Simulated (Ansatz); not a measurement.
The relaxed structure here is a generated cell of SiW2: the first start was made by placing the elements on the sites of a structure type, and the end was not matched to a known phase here, so it may be hypothetical.

The start is a generated cell, SiW2 placed in the AFLOW prototype A2B_hP9_150_ef_bd (C22, as in Fe2P). A full variable-cell relaxation at zero pressure is run with r2SCAN (plane waves to 500 eV, PAW, scalar-relativistic; Ansatz, a first-principles code). First-step values are on the input's coarse k-mesh.

Ansatz input (later rounds restart from its end on a renewed k-mesh):
Ansatz 0.2 input:
```yaml
crystal:
  lattice:
    - [6.5395188, 0, 0]
    - [-3.2697594, 5.6633894, 0]
    - [0, 0, 3.8566393]
  atoms:
    - { symbol: W, position: [0.26, 0, 0] }
    - { symbol: W, position: [0, 0.26, 0] }
    - { symbol: W, position: [0.74, 0.74, 0] }
    - { symbol: W, position: [0.6, 0, 0.5] }
    - { symbol: W, position: [0, 0.6, 0.5] }
    - { symbol: W, position: [0.4, 0.4, 0.5] }
    - { symbol: Si, position: [0, 0, 0.5] }
    - { symbol: Si, position: [0.33333333, 0.66666667, 0.875] }
    - { symbol: Si, position: [0.66666667, 0.33333333, 0.125] }
basis: { ecutwfc: 500, ecutrho_ratio: 4, xc_grid: 4, fft_grid_basis: typed }
kpoints: { mp_grid: { grid: [4, 4, 6] } }
hamiltonian:
  xc: r2scan
  dispersion: none
  pseudopotentials: { kind: paw }
scf: { occupations: { method: fermi_dirac, width: 0.05 } }
relax: { f_tol: 0.01, max_steps: 100, cell: { stress_tol: 0.02 } }
output: { forces: true, stress: true }
```

- Initial pressure = -9 GPa (negative: the cell is under tension)
- Largest initial force = about 2.5 eV/Å, on Si8, Si9 (atoms numbered as listed)
- Outcome = The space group goes from P321 (No. 150) to P-62m (No. 189), with 9 atoms in the primitive cell
- Energy released = 0.44 eV/atom
- Shortest distances (start → end) = The closest pairs of elements (up to four, under 3.6 Å), start → end: Si–W 2.47 → 2.44 Å; W–W 2.94 → 2.83 Å; Si–Si 3.86 → 3.17 Å
- Optimiser moves = 15

It ends as:

Space group P-62m (No. 189); a = b = 6.9188 Å, c = 3.1677 Å, α = β = 90.00°, γ = 120.00°

| atom | site | symmetry | x | y | z |
|---|---|---|---|---|---|
| W | 3f | m2m | 0.0000 | 0.2679 | 0.0000 |
| W | 3g | m2m | 0.3933 | 0.3933 | 0.5000 |
| Si | 1b | -62m | 0.0000 | 0.0000 | 0.5000 |
| Si | 2c | -6.. | 0.3333 | 0.6667 | 0.0000 |

Final values are on a 8×8×15 k-mesh of the relaxed cell. No spin polarisation in the result.

The run could not lose the symmetry of its start, so the end can be a saddle point.
